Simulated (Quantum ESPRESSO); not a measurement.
# Pd3RhAu4: finding a planted mistake in a log

Computed values, not a measurement. The program is pw.x of Quantum ESPRESSO 7.5 (plane-wave density functional theory). The cell is made up: eight metal atoms on a hexagonal close-packed lattice, with elements, volume, strain and displacements drawn at random and not relaxed, so it may be unstable or far from any real phase. PseudoDojo standard norm-conserving files set the functional (PBE unless stated); there is no spin polarisation or spin-orbit coupling, the Fermi-Dirac width of 0.25 eV means electrons at about 2900 K, and the masses in the input are unused placeholders. Heavy elements are run without spin-orbit coupling, which real alloys of them have. A spin test at this wide smearing found no moment, but such smearing suppresses magnetism that the real alloy may have.

Intended input:

```
&control calculation='scf', pseudo_dir='./dojo.nc.sr.pbe.v0_5.standard.upf', outdir='./o', disk_io='minimal', tprnfor=.true., tstress=.true. /
&system ibrav=0, nat=8, ntyp=3, nbnd=87, ecutwfc=87.97787729, nosym=.true., tot_charge=0,
 occupations='smearing', smearing='fd', degauss=0.0183746611
/
&electrons conv_thr=1.470e-08, electron_maxstep=70, mixing_beta=0.5 /
ATOMIC_SPECIES
Au 1.0 Au.upf
Pd 1.0 Pd.upf
Rh 1.0 Rh.upf
CELL_PARAMETERS angstrom
-2.8477 0.0168 -0.0079
-0.0416 5.0016 -4.4658
0.0167 -4.9575 -4.4175
ATOMIC_POSITIONS angstrom
Pd -0.0355 -0.0206 -0.0495
Pd 0.0217 1.6302 -2.2778
Pd -0.029 0.0644 -4.4174
Rh -0.0385 1.7229 -6.6512
Au -1.4454 -0.8329 -2.2624
Au -1.4313 -2.4958 -4.3586
Au -1.4371 -0.7716 -6.7158
Au -1.4251 2.5183 -4.4511
K_POINTS automatic
8 4 4 1 1 1
```

The log is shortened where brackets say so; the opening notice, blank lines, dates and the lines on written files are dropped, and the path of the files is cut. It prints rydbergs, bohrs and kilobars, and counts compression as positive stress. Its total energy is the free energy E - TS of the whole cell.

Log of the intended run:

```
     Program PWSCF v.7.5
     Parallel version (MPI & OpenMP), running on       4 processor cores
     Number of MPI processes:                 4
     Threads/MPI process:                     1
     [start-up lines left out]
     bravais-lattice index     =            0
     lattice parameter (alat)  =       5.3815  a.u.
     unit-cell volume          =     850.0148 (a.u.)^3
     number of atoms/cell      =            8
     number of atomic types    =            3
     number of electrons       =       147.00
     number of Kohn-Sham states=           87
     kinetic-energy cutoff     =      87.9779  Ry
     charge density cutoff     =     351.9115  Ry
     scf convergence threshold =      1.5E-08
     mixing beta               =       0.5000
     number of iterations used =            8  plain     mixing
     Exchange-correlation= PBE
                           (   1   4   3   4   0   0   0)
     [axes and pseudopotential details left out]
   Cartesian axes
     site n.     atom                  positions (alat units)
         1        Pd     tau(   1) = (  -0.0124659  -0.0072338  -0.0173821  )
         2        Pd     tau(   2) = (   0.0076200   0.5724498  -0.7998566  )
         3        Pd     tau(   3) = (  -0.0101834   0.0226143  -1.5511838  )
         4        Rh     tau(   4) = (  -0.0135194   0.6050017  -2.3355897  )
         5        Au     tau(   5) = (  -0.5075567  -0.2924754  -0.7944488  )
         6        Au     tau(   6) = (  -0.5026055  -0.8764080  -1.5305360  )
         7        Au     tau(   7) = (  -0.5046422  -0.2709498  -2.3582741  )
         8        Au     tau(   8) = (  -0.5004283   0.8843089  -1.5630177  )
     number of k points=    64  Fermi-Dirac smearing, width (Ry)=  0.0184
                       cart. coord. in units 2pi/alat
        k(    1) = (  -0.0622839  -0.0007525  -0.0799728), wk =   0.0312500
        k(    2) = (  -0.0624846  -0.0726304  -0.1604727), wk =   0.0312500
     [further k points left out]
     Dense  grid:    94751 G-vectors     FFT dimensions: (  36,  75,  75)
     Estimated max dynamical RAM per process >     430.43 MB
     Estimated total dynamical RAM >       1.61 GB
     Initial potential from superposition of free atoms
     starting charge     146.9984, renormalised to     147.0000
     Starting wfcs are   77 randomized atomic wfcs +   10 random wfcs
     total cpu time spent up to now is        6.0 secs
     per-process dynamical memory:   346.7 Mb
     Self-consistent Calculation
     iteration #  1     ecut=    87.98 Ry     beta= 0.50
     Davidson diagonalization with overlap
     ethr =  1.00E-02,  avg # of iterations =  3.0
     total cpu time spent up to now is       24.7 secs
     total energy              =   -2230.23647501 Ry
     estimated scf accuracy    <       4.99174377 Ry
     iteration #  2     ecut=    87.98 Ry     beta= 0.50
     Davidson diagonalization with overlap
     ethr =  3.40E-03,  avg # of iterations =  3.0
     total cpu time spent up to now is       44.2 secs
     total energy              =   -2229.73956453 Ry
     estimated scf accuracy    <      57.15051696 Ry
     [iterations 3 to 16 left out]
     iteration # 17     ecut=    87.98 Ry     beta= 0.50
     Davidson diagonalization with overlap
     ethr =  1.36E-11,  avg # of iterations =  2.0
     total cpu time spent up to now is      275.1 secs
     total energy              =   -2233.12532638 Ry
     estimated scf accuracy    <       0.00000002 Ry
     iteration # 18     ecut=    87.98 Ry     beta= 0.50
     Davidson diagonalization with overlap
     ethr =  1.36E-11,  avg # of iterations =  1.0
     total cpu time spent up to now is      288.6 secs
     End of self-consistent calculation
     [lines on levels left out]
!    total energy              =   -2233.12532638 Ry
     estimated scf accuracy    <          1.5E-09 Ry
     smearing contrib. (-TS)   =      -0.11016291 Ry
     internal energy E=F+TS    =   -2233.01516347 Ry
     The total energy is F=E-TS. E is the sum of the following terms:
     one-electron contribution =    -617.80649555 Ry
     hartree contribution      =     404.14507685 Ry
     xc contribution           =    -373.58755153 Ry
     ewald contribution        =   -1645.76619324 Ry
     convergence has been achieved in  18 iterations
     Forces acting on atoms (cartesian axes, Ry/au):
     atom    1 type  2   force =     0.00606975    0.01887089    0.00765011
     atom    2 type  2   force =    -0.00430010    0.01295213    0.03534483
     atom    3 type  2   force =     0.00228731   -0.00949624   -0.03622489
     atom    4 type  3   force =    -0.00000621   -0.02739248    0.00446210
     atom    5 type  1   force =    -0.00004540    0.01319555    0.02037501
     atom    6 type  1   force =     0.00260439   -0.00948711   -0.05081783
     atom    7 type  1   force =    -0.00374884    0.00945326    0.03371326
     atom    8 type  1   force =    -0.00286089   -0.00809601   -0.01450259
     Total force =     0.094114     Total SCF correction =     0.000258
     Computing stress (Cartesian axis) and pressure
          total   stress  (Ry/bohr**3)                   (kbar)     P=      105.24
   0.00051572   0.00004665  -0.00003640           75.87        6.86       -5.36
   0.00004665   0.00040856   0.00006856            6.86       60.10       10.09
  -0.00003640   0.00006856   0.00122204           -5.36       10.09      179.77
     init_run     :      5.61s CPU      5.94s WALL (       1 calls)
     electrons    :    275.25s CPU    282.58s WALL (       1 calls)
     forces       :      2.69s CPU      2.69s WALL (       1 calls)
     stress       :      9.35s CPU      9.37s WALL (       1 calls)
     [timing details left out]
     PWSCF        :   4m52.95s CPU   5m 0.66s WALL
     JOB DONE.
```

A second run was made from an input with one planted mistake. Its log:

```
     Program PWSCF v.7.5
     Parallel version (MPI & OpenMP), running on       4 processor cores
     Number of MPI processes:                 4
     Threads/MPI process:                     1
     [start-up lines left out]
     bravais-lattice index     =            0
     lattice parameter (alat)  =       5.3815  a.u.
     unit-cell volume          =     850.0148 (a.u.)^3
     number of atoms/cell      =            8
     number of atomic types    =            3
     number of electrons       =       147.00
     number of Kohn-Sham states=           87
     kinetic-energy cutoff     =      87.9779  Ry
     charge density cutoff     =     351.9115  Ry
     scf convergence threshold =      1.5E-08
     mixing beta               =       0.5000
     number of iterations used =            8  plain     mixing
     Exchange-correlation= SLA  PW   NOGX NOGC
                           (   1   4   0   0   0   0   0)
     [axes and pseudopotential details left out]
   Cartesian axes
     site n.     atom                  positions (alat units)
         1        Pd     tau(   1) = (  -0.0124659  -0.0072338  -0.0173821  )
         2        Pd     tau(   2) = (   0.0076200   0.5724498  -0.7998566  )
         3        Pd     tau(   3) = (  -0.0101834   0.0226143  -1.5511838  )
         4        Rh     tau(   4) = (  -0.0135194   0.6050017  -2.3355897  )
         5        Au     tau(   5) = (  -0.5075567  -0.2924754  -0.7944488  )
         6        Au     tau(   6) = (  -0.5026055  -0.8764080  -1.5305360  )
         7        Au     tau(   7) = (  -0.5046422  -0.2709498  -2.3582741  )
         8        Au     tau(   8) = (  -0.5004283   0.8843089  -1.5630177  )
     number of k points=    64  Fermi-Dirac smearing, width (Ry)=  0.0184
                       cart. coord. in units 2pi/alat
        k(    1) = (  -0.0622839  -0.0007525  -0.0799728), wk =   0.0312500
        k(    2) = (  -0.0624846  -0.0726304  -0.1604727), wk =   0.0312500
     [further k points left out]
     Dense  grid:    94751 G-vectors     FFT dimensions: (  36,  75,  75)
     Estimated max dynamical RAM per process >     430.43 MB
     Estimated total dynamical RAM >       1.61 GB
     Initial potential from superposition of free atoms
     starting charge     146.9988, renormalised to     147.0000
     Starting wfcs are   77 randomized atomic wfcs +   10 random wfcs
     total cpu time spent up to now is        6.3 secs
     per-process dynamical memory:   353.8 Mb
     Self-consistent Calculation
     iteration #  1     ecut=    87.98 Ry     beta= 0.50
     Davidson diagonalization with overlap
     ethr =  1.00E-02,  avg # of iterations =  3.0
     total cpu time spent up to now is       25.8 secs
     total energy              =   -2221.89019806 Ry
     estimated scf accuracy    <       5.16273050 Ry
     iteration #  2     ecut=    87.98 Ry     beta= 0.50
     Davidson diagonalization with overlap
     ethr =  3.51E-03,  avg # of iterations =  3.0
     total cpu time spent up to now is       45.1 secs
     total energy              =   -2221.40975205 Ry
     estimated scf accuracy    <      57.29817084 Ry
     [iterations 3 to 16 left out]
     iteration # 17     ecut=    87.98 Ry     beta= 0.50
     Davidson diagonalization with overlap
     ethr =  2.12E-11,  avg # of iterations =  1.7
     total cpu time spent up to now is      281.3 secs
     total energy              =   -2224.86703182 Ry
     estimated scf accuracy    <       0.00000003 Ry
     iteration # 18     ecut=    87.98 Ry     beta= 0.50
     Davidson diagonalization with overlap
     ethr =  1.89E-11,  avg # of iterations =  1.0
     total cpu time spent up to now is      295.5 secs
     End of self-consistent calculation
     [lines on levels left out]
!    total energy              =   -2224.86703182 Ry
     estimated scf accuracy    <          1.1E-09 Ry
     smearing contrib. (-TS)   =      -0.11173971 Ry
     internal energy E=F+TS    =   -2224.75529211 Ry
     The total energy is F=E-TS. E is the sum of the following terms:
     one-electron contribution =    -619.89202862 Ry
     hartree contribution      =     402.85157278 Ry
     xc contribution           =    -361.94864303 Ry
     ewald contribution        =   -1645.76619324 Ry
     convergence has been achieved in  18 iterations
     Forces acting on atoms (cartesian axes, Ry/au):
     atom    1 type  2   force =     0.00516709    0.01724527    0.00721928
     atom    2 type  2   force =    -0.00352181    0.01050231    0.03063086
     atom    3 type  2   force =     0.00189729   -0.00659807   -0.03208835
     atom    4 type  3   force =    -0.00005932   -0.02408805    0.00388186
     atom    5 type  1   force =     0.00001975    0.01186234    0.01814556
     atom    6 type  1   force =     0.00220677   -0.01030790   -0.04376620
     atom    7 type  1   force =    -0.00320018    0.00991252    0.02928447
     atom    8 type  1   force =    -0.00250959   -0.00852842   -0.01330748
     Total force =     0.082632     Total SCF correction =     0.000228
     Computing stress (Cartesian axis) and pressure
          total   stress  (Ry/bohr**3)                   (kbar)     P=      -41.17
  -0.00045609   0.00003844  -0.00003306          -67.09        5.66       -4.86
   0.00003844  -0.00055878   0.00006157            5.66      -82.20        9.06
  -0.00003306   0.00006157   0.00017531           -4.86        9.06       25.79
     init_run     :      5.71s CPU      6.00s WALL (       1 calls)
     electrons    :    281.62s CPU    289.24s WALL (       1 calls)
     forces       :      2.59s CPU      2.59s WALL (       1 calls)
     stress       :      9.18s CPU      9.18s WALL (       1 calls)
     [timing details left out]
     PWSCF        :   4m59.37s CPU   5m 7.37s WALL
     JOB DONE.
```

Question: the log repeats what the program read. Compare it with the intended run: what was wrong in the second input?

Answer: the files are those of another functional. The input lines that differ:

```
- &control calculation='scf', pseudo_dir='./dojo.nc.sr.pbe.v0_5.standard.upf', outdir='./o', disk_io='minimal', tprnfor=.true., tstress=.true. /
+ &control calculation='scf', pseudo_dir='./dojo.nc.sr.lda.v0_4_1.standard.upf', outdir='./o', disk_io='minimal', tprnfor=.true., tstress=.true. /
```

```
                                            intended run  run with the mistake
                          free energy (eV)    -30383.218            -30270.858
         entropy term -TS, part of it (eV)        -1.499                -1.520
                            pressure (GPa)         10.52                 -4.12
size of the largest force component (eV/Å)         1.307                 1.125
largest change of a force component (eV/Å)                               0.181
                                iterations            18                    18
```

For scale, a rerun of the intended cell at a higher cutoff and on a denser mesh moved values by no more than 0.015 eV in energy, 0.14 GPa in stress and 0.009 eV/Å in force, and a second program with other atomic files agreed on that cell to 2 % rms in force and 0.5 GPa in pressure. Files of another functional or element have another zero of energy, so the energy change says nothing on stability.